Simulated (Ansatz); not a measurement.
W:
```
W
1.0
   -1.57727     1.57727     1.57727
    1.57727    -1.57727     1.57727
    1.57727     1.57727    -1.57727
W
1
Direct
  0.00000   0.00000   0.00000
```

Relaxed with PBEsol. Special points in fractions of this cell's reciprocal vectors: Γ (0.000, 0.000, 0.000); H (0.500, -0.500, 0.500); N (0.000, 0.000, 0.500); P (0.250, 0.250, 0.250).

Question: List the band energies nearest the Fermi level at these points for plane-wave PAW PBEsol with spin–orbit coupling (Ansatz code).

Answer: In eV from the Fermi level; about four levels below and three above (degenerate sets whole), none deeper than 8.9 eV; … stands for higher levels left out; points with the same levels are listed once.

```tsv
k	below	above
Γ	-1.52 -1.52 -1.52 -1.52 -1.01 -1.01	…
H	-6.02 -6.02 -6.02 -6.02	4.97 4.97 4.97 4.97
N	-6.43 -6.43 -3.71 -3.71	0.53 0.53 2.08 2.08
P	-2.88 -2.88 -2.88 -2.88	3.29 3.29 3.29 3.29
```

Space group Im-3m (bcc (W type)). Symmetry was held in the PBEsol relaxation. No spin polarisation was allowed.

Potentials: the earlier of the program's two PAW sets. The files were generated under PBE; for other functionals the program regenerates the frozen cores, and for LDA and PBEsol the local potential too.
